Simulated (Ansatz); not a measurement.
HfRu (CsCl type, Pm-3m) at seven volumes, PBEsol in the plane-wave PAW code Ansatz, scaled uniformly. One row is withheld.

```csv
V (Å³/atom),P (GPa)
15.028,24.41
15.524,14.92
16.019,6.87
16.515,0.00
17.010,-5.91
17.506,?
18.001,-15.29
```

Problem. Fit the shown pressures and predict the withheld one.

Solution. P = (3/2)B₀(x^(7/2) − x^(5/2))[1 + (3/4)(B′ − 4)(x − 1)] with x = (V₀/V)^(2/3). Least squares on the six rows gives V₀ = 16.513 Å³/atom, B₀ = 212 GPa, B′ = 4.20. At V = 17.506, x = 0.9618 and P = -10.95 GPa. The run itself gave -10.98 GPa.

The workflow started from an entry of the Crystallography Open Database (COD). Whether it is the stable phase at ambient conditions was not checked. The cell was relaxed with PBEsol under the symmetry of its start; of distortions, only those at the zone centre were tested. The run is not spin-polarised. Scalar-relativistic: spin–orbit coupling is off unless named, which matters more the heavier the elements.

Potentials: the later of the program's two PAW sets.
